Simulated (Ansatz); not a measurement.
# SiNi₃: field gradients at two levels of theory

Cell: a computed structure from the Materials Project (it need not be an observed phase).

```yaml
crystal:
  lattice:
    - [3.46374, 0.00000, 0.00000]
    - [0.00000, 3.46374, 0.00000]
    - [0.00000, 0.00000, 3.46374]
  atoms:
    - { symbol: Si, position: [0.00000, 0.00000, 0.00000] }
    - { symbol: Ni, position: [0.00000, 0.50000, 0.50000] }
    - { symbol: Ni, position: [0.50000, 0.50000, 0.00000] }
    - { symbol: Ni, position: [0.50000, 0.00000, 0.50000] }
```

Atoms are numbered from 1 in the order listed; like atoms form one site, named after its first atom.

First run. All values are calculated (Ansatz; DFT, PBE, plane waves and PAW, scalar-relativistic, collinear spin, 420 eV cutoff, Γ-centred 10×10×10 k-points, Fermi–Dirac smearing 0.05 eV), not measured. Start moments as typed (μB): 1.5 on each Ni, none on the rest.

```json
{"site": "Ni", "atom": "2", "V_zz (10²¹ V/m²)": "-4.98", "η": "0.00"}
```

Second run. The same atoms and settings, except that the functional is r2SCAN and the cutoff is 500 eV.

(1) Given the first result, estimate the second.

Results:

(1) 

```
site  atom   V_zz     η  change of V_zz
  Ni     2  -5.10  0.00           -0.12
```

The largest change of V_zz is on Ni, from -4.98 to -5.10. In per cent, |V_zz| changes by +2 on Ni (all sites that start above 2). Sites without a gradient aren't listed.

The run finds no gap above 0.1 eV (a metal, or nearly one), so the gradients can move by 10 % or more with the k-mesh. With these PAW files V_zz is typically within 2 to 3 % of all-electron values, but misses above 10 % occur on Ni. The start moments die out, and the run ends without spin.
For the first run: At this cell the PBE pressure is 9 GPa, so with PBE the cell would grow if it were relaxed. The entry's cell may itself be off.
For the second run: The program didn't check the stability of this electronic state in full, so a lower one may lie near.
